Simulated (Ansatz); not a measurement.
The start is a relaxed ScOF cell, doubled along one cell vector, shaken by Gaussian noise of σ = 0.08 Å a coordinate. The structure is fully relaxed (lattice and positions, P = 0) with PBE (plane waves to 420 eV, PAW, scalar-relativistic; Ansatz, a quantum-chemistry and plane-wave program). First-step values are on the input's coarse k-mesh.

Ansatz input (later rounds restart from its end on a renewed k-mesh):
Ansatz 0.2 input:
```yaml
crystal:
  lattice:
    - [3.64642236, 0, 0]
    - [-3.64642236, 6.3157887934, 0]
    - [0, 0, 5.4591397577]
  atoms:
    - { symbol: Sc, position: [0.0250510226, 0.010672413, 0.4843165472] }
    - { symbol: Sc, position: [0.0094371305, 0.5058808617, 0.5089467392] }
    - { symbol: Sc, position: [0.0430108229, 0.0123492695, 0.0161724942] }
    - { symbol: Sc, position: [-0.0254096751, 0.4958678715, 0.0223762867] }
    - { symbol: O, position: [0.3287925897, 0.3319732436, 0.7587121551] }
    - { symbol: O, position: [0.3583591952, 0.8433349471, 0.7507561154] }
    - { symbol: O, position: [0.6589465876, 0.1482122998, 0.2307804618] }
    - { symbol: O, position: [0.6710734828, 0.675734319, 0.2457846906] }
    - { symbol: F, position: [0.341320897, 0.3445833698, 0.2538799791] }
    - { symbol: F, position: [0.350919931, 0.8339292527, 0.2575127601] }
    - { symbol: F, position: [0.698911548, 0.1716587529, 0.7466715732] }
    - { symbol: F, position: [0.6811113685, 0.6814789843, 0.7384766014] }
basis: { ecutwfc: 420, ecutrho_ratio: 4, xc_grid: 2, fft_grid_basis: typed }
kpoints: { mp_grid: { grid: [7, 4, 4] } }
hamiltonian:
  xc: pbe
  dispersion: none
  pseudopotentials: { kind: paw }
scf: { occupations: { method: fermi_dirac, width: 0.05 } }
relax: { f_tol: 0.01, max_steps: 100, cell: { stress_tol: 0.02 } }
output: { forces: true, stress: true }
```

* **Relative to the parent**: It does not go back: it reaches P-1 (No. 2), 1.58 eV/atom below the parent
* **Band gap at the end**: 4.37 eV, indirect (valence top at Y, conduction bottom at k = (0.3333, 0.1667, 0.2)) (no spin-orbit coupling)
* **Optimiser moves**: 44

Relaxed structure:

```xyz
12
Lattice="3.7358 0.0000 0.0000 0.9930 5.3271 0.0000 0.0818 0.1085 7.2515" Properties=species:S:1:pos:R:3 pbc="T T T"
Sc     3.3487     4.0171     1.1508
Sc     1.4620     1.4186     6.1008
Sc     3.3617     3.9543     4.3076
Sc     1.4490     1.4813     2.9439
O      1.0860     0.3199     4.5672
O      1.5128     2.9041     4.6167
O      3.7246     5.1158     2.6844
O      3.2978     2.5315     2.6349
F      1.1391     0.5896     0.8586
F      1.4688     3.2642     0.7410
F      3.6716     4.8461     6.3929
F      3.3419     2.1714     6.5106
```

Final values are on a 9×6×5 k-mesh of the relaxed cell. No spin polarisation in the result.

The relaxed structure here is a generated cell of ScOF: the first start was made by placing the elements on the sites of a structure type, and the end was not matched to a known phase here, so it may be hypothetical.
